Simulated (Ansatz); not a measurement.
## Relaxing an invented Ti₂RuC₃ structure

Method: DFT PBE, scalar-relativistic, plane waves, PAW in Ansatz 0.2.0. Cutoff 420 eV, Gaussian smearing, Γ-centred meshes. Cell and atoms relax first on a coarse mesh, the cell is then made exact in the group found at 0.06 to 0.08 Å, and last on a converged mesh; the steps can't lower the symmetry of their start. No spin polarisation.

This trial cell of Ti₂RuC₃ was written down by chemical analogy (Immm, No. 71). Its size is a guess.

```
Ti Ru C
1.0
    -1.59727    2.25769    4.79182
     1.59727   -2.25769    4.79182
     1.59727    2.25769   -4.79182
Ti Ru C
2 1 3
Direct
  0.33600 0.33600 0.00000
  0.66400 0.66400 0.00000
  0.00000 0.00000 0.00000
  0.16000 0.66000 0.50000
  0.84000 0.34000 0.50000
  0.50000 0.00000 0.50000
```

The zero of energy is the elements' standard structures at the same level; no fitted shifts are applied.

Question: Which structure results?

Answer: The symmetry stays Immm (No. 71). The volume per atom shrinks by 13.1 %, from 11.5 to 10.0 Å³. The shortest distance goes from 2.21 Å (Ru–C) to 2.13 Å (Ti–C). Conventional cell: a = 3.089 Å, b = 4.338 Å, c = 8.963 Å. Ti has 6 C at 2.13–2.17 Å, 5 Ru at 2.97–3.06 Å and 7 Ti at 3.01–3.09 Å; around Ru lie 6 C at 2.16–2.17 Å and 10 Ti at 2.97–3.06 Å; C on a site of symmetry mm2 is surrounded by 4 Ti at 2.13–2.17 Å and 2 Ru at 2.16 Å; C on a site of symmetry mmm is surrounded by 4 Ti at 2.16 Å and 2 Ru at 2.17 Å.

```xyz
6
Lattice="-1.5446 2.1691 4.4814 1.5446 -2.1691 4.4814 1.5446 2.1691 -4.4814" Properties=species:S:1:pos:R:3 pbc="T T T"
Ti    0.0000    0.0000    2.9744
Ti    0.0000    0.0000    5.9883
Ru    0.0000    0.0000    0.0000
C     1.5446    0.0000    1.5131
C     0.0000    2.1691    2.9683
C     0.0000    2.1691    0.0000
```

Question: How does it come out in energy, and is it a metal?

Answer: The formation energy is −0.27 eV/atom. The gap on the 12×12×12 mesh of the 6-atom cell is 0 eV (a metal).

The last run used Gaussian smearing of 0.10 eV. The reference form of C is held partly by dispersion forces, which this level lacks. Symmetry constrained the relaxation, so the result can be a saddle point. Another cell of the same search, in P2_1/m, lies 18 meV/atom lower, so this cell isn't the stable form at this level.
